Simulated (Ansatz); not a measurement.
In₂TeO₂ in space group P-3m1 (No. 164; In on 2d, Te on 1b, O on 2d) under volume change, DFT-PBEsol in the program Ansatz with PAW potentials, shape and atoms relaxed at each volume.

```
V (Å³/atom)  E − E(relaxed) (meV/atom)  P (GPa)
-----------  -------------------------  -------
15.865                            51.2    11.56
16.388                            21.2     6.96
16.911                             5.0     3.11
17.434                             0.0     0.00
17.957                             [?]      [?]
18.480                             [?]      [?]
19.003                            35.8    -6.59
```

**Question.** Complete the blanks.

**Answer.** 
- 17.957, E − E(relaxed) (meV/atom): 4.5
- 17.957, P (GPa): -2.67
- 18.480, E − E(relaxed) (meV/atom): 17.0
- 18.480, P (GPa): -4.88

**Question.** What does a third-order Birch–Murnaghan fit give for V₀, B₀ and B′?

**Answer.** V₀ = 17.43 Å³/atom, B₀ = 96.1 GPa, B′ = 5.3.

The start of the workflow was typed in or built on a structure type; neither database checked (COD, Materials Project) lists it. Whether it is the stable phase at ambient conditions was not checked. The cell was relaxed with PBEsol under the symmetry of its start; its stability against distortions is not shown here. Spin–orbit coupling is left out wherever it is not named.

Potentials: the earlier of the program's two PAW sets. The files were generated under PBE; for other functionals the program regenerates the frozen cores, and for LDA and PBEsol the local potential too.
